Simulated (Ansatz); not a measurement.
CuAu in space group R-3m (No. 166; Cu on 3b, Au on 3a) under volume change, the program Ansatz at the r²SCAN level (PAW), shape and atoms relaxed at each volume.

```csv
V (Å³/atom),E − E(relaxed) (meV/atom),P (GPa)
13.517,69.3,18.36
13.962,28.7,11.04
14.408,6.7,4.98
14.853,0.0,0.00
15.299,5.9,-4.08
15.745,21.9,-7.39
16.190,46.4,-10.09
```

### Question
What does a third-order Birch–Murnaghan fit give for V₀, B₀ and B′?

### Answer
V₀ = 14.85 Å³/atom, B₀ = 149 GPa, B′ = 5.6.

The workflow started from a Materials Project entry (that database holds measured and hypothetical structures alike); the Crystallography Open Database copy checked does not list it. It is not the phase usual at ambient conditions (space group No. 123). Symmetry was held in the r²SCAN relaxation; its stability against distortions is not shown here. No spin polarisation was allowed. Spin–orbit coupling is left out wherever it is not named.

Potentials: the later of the program's two PAW sets.
